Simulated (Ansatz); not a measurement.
A geometry of Bi away from equilibrium: the start of the relaxation of a generated cell, Bi placed in the AFLOW prototype A_cI16_220_c (as in Li). Calculation: r2SCAN (plane waves to 500 eV, PAW, scalar-relativistic; Ansatz, a quantum-chemistry and plane-wave program). Γ-centred k-mesh 6×6×6 on the run's cell (coarser than for final values), Fermi–Dirac smearing 0.05 eV.

```xyz
8
Lattice="-4.0571 4.0571 4.0571 4.0571 -4.0571 4.0571 4.0571 4.0571 -4.0571" Properties=species:S:1:pos:R:3:forces:R:3 pbc="T T T" free_energy=-99304.999 pressure_GPa=-1.3
Bi     1.6310     1.6310     1.6310   -0.1153   -0.1153   -0.1153
Bi    -1.6310     2.4261     1.6310    0.1153    0.1153   -0.1153
Bi     2.4261     1.6310    -1.6310    0.1153   -0.1153    0.1153
Bi     1.6310    -1.6310     2.4261   -0.1153    0.1153    0.1153
Bi     3.6595     3.6595     3.6595   -0.1153   -0.1153   -0.1153
Bi     0.3976     4.4547    -0.3976    0.1153    0.1153   -0.1153
Bi     4.4547    -0.3976     0.3976    0.1153   -0.1153    0.1153
Bi    -0.3976     0.3976     4.4547   -0.1153    0.1153    0.1153
```

Positions in Å, forces in eV/Å, free energy of the cell in eV (comparable only within this code, potentials and settings). Largest force: 0.20 eV/Å, on Bi1, Bi2, Bi3, Bi4, Bi5, Bi6, Bi7, Bi8 (atoms numbered as listed); the geometry lies 0.04 eV/atom above the end of its relaxation.

No spin polarisation in the result.

The run could not lose the symmetry of its start, so the end can be a saddle point.

The end of the path is a generated cell of Bi: the first start was made by placing the elements on the sites of a structure type, and the end was not matched to a known phase here, so it may be hypothetical. Known forms of Bi include space group No. 166.
